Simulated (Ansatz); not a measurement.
## Si₂Mo — quadrupolar parameters

The cell is a structure deposited in the COD, ions relaxed with PBE at fixed cell.

```
Si Mo
1.0
    -1.60000    1.60000    3.93050
     1.60000   -1.60000    3.93050
     1.60000    1.60000   -3.93050
Si Mo
2 1
Direct
  0.33493 0.33493 0.00000
  0.66507 0.66507 0.00000
  0.00000 0.00000 0.00000
```

Atom numbers follow the list; atoms alike are taken as one site, whose name carries the number of the first.

The numbers come from a DFT calculation in Ansatz (PBE, plane waves and PAW, scalar-relativistic, 420 eV cutoff, Γ-centred 20×20×20 k-points, Fermi–Dirac smearing 0.05 eV).

V_zz is the principal component of the electric field gradient with the largest magnitude, η = (V_xx − V_yy)/V_zz and C_Q = eQV_zz/h.

⁹⁷Mo: I = 5/2, Q = 255.0 mb. Nuclear quadrupole moments: year-2017 set (Pyykkö).

```json
{"site": "Si", "atoms (order as listed)": "1, 2", "first shell": "5 Si at 2.60–2.63 Å, 5 Mo at 2.61–2.63 Å", "V_zz (10²¹ V/m²)": "-1.08", "η": "0.00", "C_Q (MHz)": "–"}
{"site": "Mo", "atoms (order as listed)": "3", "first shell": "10 Si at 2.61–2.63 Å", "V_zz (10²¹ V/m²)": "-5.84", "η": "0.00", "C_Q (MHz)": "-36.0"}
```

An axis of threefold or higher order runs through Si and Mo, so V_zz lies along it and η is zero.

Si has no stable isotope with a ground-state quadrupole moment in the table, so no C_Q is given.

The run finds no gap above 0.1 eV (a metal, or nearly one), so the gradients can move by 10 % or more with the k-mesh. Without spin–orbit coupling (the program notes it for Mo) the gradients can shift somewhat, as the gap is small.

The relaxation (3 steps) took 48 s of wall time (48 s of CPU time) and 0.69 GiB at its peak, on 1 thread of Arm Neoverse V1 (aarch64; 8 cores open to the job, memory cap 3.0 GiB, no GPU), a shared host with a load of 0.5 a core.
